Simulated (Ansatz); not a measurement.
## Relaxing a structure of TiB2

The start is a relaxed TiB2 cell, doubled along one cell vector, shaken by Gaussian noise of σ = 0.08 Å a coordinate. A full variable-cell relaxation at zero pressure is run with r2SCAN (plane waves to 500 eV, PAW, scalar-relativistic; Ansatz, a quantum-chemistry and plane-wave program). First-step values are on the input's coarse k-mesh.

Ansatz input (later rounds restart from its end on a renewed k-mesh):
Ansatz 0.2 input:
```yaml
crystal:
  lattice:
    - [3.0303710512, 0, 0]
    - [-1.5151855256, 2.6243783132, 0]
    - [0, 0, 14.2467593626]
  atoms:
    - { symbol: B, position: [0.3619851519, 0.7208187885, 0.0334768588] }
    - { symbol: B, position: [0.3328516216, 0.6485223478, 0.520017316] }
    - { symbol: B, position: [0.6856639054, 0.3216285305, 0.2757516238] }
    - { symbol: B, position: [0.6612814376, 0.3653399616, 0.7734031292] }
    - { symbol: B, position: [-0.0117134176, -0.0215218034, 0.0526884585] }
    - { symbol: B, position: [0.0225744856, 0.0209286733, 0.5502121882] }
    - { symbol: B, position: [0.04656234, 0.0384840441, 0.2992196018] }
    - { symbol: B, position: [0.0086583935, 0.0052054331, 0.7915129239] }
    - { symbol: Ti, position: [0.3196874169, 0.6326861071, 0.1775642915] }
    - { symbol: Ti, position: [0.2757790232, 0.6228623562, 0.6717441547] }
    - { symbol: Ti, position: [0.6786148928, 0.3513141956, 0.4163358416] }
    - { symbol: Ti, position: [0.6790008444, 0.3590644193, 0.9248836414] }
basis: { ecutwfc: 500, ecutrho_ratio: 4, xc_grid: 4, fft_grid_basis: typed }
kpoints: { mp_grid: { grid: [9, 9, 2] } }
hamiltonian:
  xc: r2scan
  dispersion: none
  pseudopotentials: { azcp: { folder: ./paw }, kind: paw }
scf: { occupations: { method: fermi_dirac, width: 0.05 } }
relax: { f_tol: 0.01, max_steps: 100, cell: { stress_tol: 0.02 } }
output: { forces: true, stress: true }
```

**Question.** What pressure does the first self-consistent step give?

**Answer.** +3 GPa (positive: the cell is compressed).

**Question.** Does it find its way back to the structure it was made from?

**Answer.** The parent structure is recovered, P6₃mc (No. 186).

**Question.** How do the shortest distances between atoms change?

**Answer.** The closest pairs of elements (up to four, under 3.6 Å), start → end: B–B 1.67 → 1.78 Å; B–Ti 2.01 → 2.17 Å; Ti–Ti 3.03 → 3.03 Å.

**Question.** What band gap does the relaxed structure have at this level?

**Answer.** No gap (metallic).

The end point of the relaxation:

```cif
data_B4Ti2
_chemical_formula_sum 'B4 Ti2'
_space_group_name_H-M_alt 'P63mc'
_space_group_IT_number 186
_space_group_name_Hall 'P 6c -2c'
_cell_length_a 3.03027
_cell_length_b 3.03027
_cell_length_c 7.12369
_cell_angle_alpha 90.000
_cell_angle_beta 90.000
_cell_angle_gamma 120.000
loop_
_atom_site_label
_atom_site_type_symbol
_atom_site_symmetry_multiplicity
_atom_site_Wyckoff_symbol
_atom_site_fract_x
_atom_site_fract_y
_atom_site_fract_z
_atom_site_occupancy
B1 B 2 b 0.33333 0.66667 0.45281 1
B2 B 2 a 0.00000 0.00000 0.40523 1
Ti1 Ti 2 b 0.33333 0.66667 0.14856 1
```

Final values are on a 18×18×7 k-mesh of the relaxed cell. No spin polarisation in the result.

The relaxed structure here is a generated cell of TiB2: the first start was made by placing the elements on the sites of a structure type, and the end was not matched to a known phase here, so it may be hypothetical. Known forms of TiB2 include space group No. 191.
